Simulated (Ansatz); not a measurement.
# NiAu, first-principles data

NiAu:
```
CELL_PARAMETERS angstrom
      1.40550     0.81147     4.22755
     -1.40550     0.81147     4.22755
      0.00000    -1.62293     4.22755
ATOMIC_POSITIONS crystal
  Au 0.00000 0.00000 0.00000
  Ni 0.50000 0.50000 0.50000
```
The run is spin-polarised; directions of the spins, atom by atom: 0 ↑.

Space group R-3m (No. 166); conventional cell a = b = 2.8110 Å, c = 12.6826 Å, α = β = 90.00°, γ = 120.00°.

Method: DFT-r²SCAN in the program Ansatz with PAW potentials. Geometry: relaxed at this level of theory. Other levels are named where they apply.

**Cell and energy**

| Quantity | Result |
|---|---|
| Volume per atom | 14.46 Å³ |
| Density | 14.67 g/cm³ |
| Formation energy from the elements (no fitted shifts) | 0.20 eV/atom |

**Electronic structure**

| Property | Result |
|---|---|
| Electronic character | metallic (no gap) |
| Density of states at the Fermi level | 0.74 states/eV per atom (mean over ±0.08 eV) |

**Magnetism**

| Property | Result |
|---|---|
| Magnetic order | ferromagnetic |
| Net moment | 0.38 μB per atom |

**Mechanics**

| Quantity | Result |
|---|---|
| Bulk modulus (Birch–Murnaghan fit) | 157 GPa |
| Pressure derivative B′ | 5.7 |

**Charges**

| Property | Result |
|---|---|
| Bader charges | Au -0.31, Ni +0.31 e |

The start of the workflow was typed in or built on a structure type; neither database checked (COD, Materials Project) lists it. Whether it is the stable phase at ambient conditions was not checked. Symmetry was held in the r²SCAN relaxation; its stability against distortions is not shown here. Magnetic state: ferromagnetic, the only order run, not a proven ground state. The cell computed holds one magnetic atom, so no antiferromagnetic order was within reach. Its formation energy is positive at this level, so the cell may be metastable or incomplete. Other orbital occupations within this spin state were not tried. For itinerant 3d metals, meta-GGAs of the SCAN family and hybrids are commonly reported to give too large moments. Axis ratios of metals converge slowly with the k-mesh, so a and c are less sure than the volume. The references are the lowest solids computed at this level, not always the standard phases. Scalar-relativistic: spin–orbit coupling is off unless named, which matters more the heavier the elements.

Potentials: the earlier of the program's two PAW sets. The files were generated under PBE; for other functionals the program regenerates the frozen cores, and for LDA and PBEsol the local potential too.
